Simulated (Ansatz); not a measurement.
TiC (rock salt, Fm-3m) under volume change, PBE (plane waves, PAW; program Ansatz), scaled uniformly.

```csv
V (Å³/atom),E − E(relaxed) (meV/atom),P (GPa)
9.250,75.3,28.51
9.555,(withheld),(withheld)
9.860,7.5,8.11
10.165,0.0,0.01
10.470,(withheld),(withheld)
10.775,25.9,-12.95
11.080,55.6,-18.11
```

Question: Fill in the missing entries.

Answer: 
- 9.555, E − E(relaxed) (meV/atom): 31.7
- 9.555, P (GPa): 17.54
- 10.470, E − E(relaxed) (meV/atom): 6.8
- 10.470, P (GPa): -6.96

Question: What does a third-order Birch–Murnaghan fit give for V₀, B₀ and B′?

Answer: V₀ = 10.17 Å³/atom, B₀ = 250 GPa, B′ = 4.0.

Symmetry was held in the PBE relaxation. The run is not spin-polarised.

Potentials: the earlier of the program's two PAW sets.
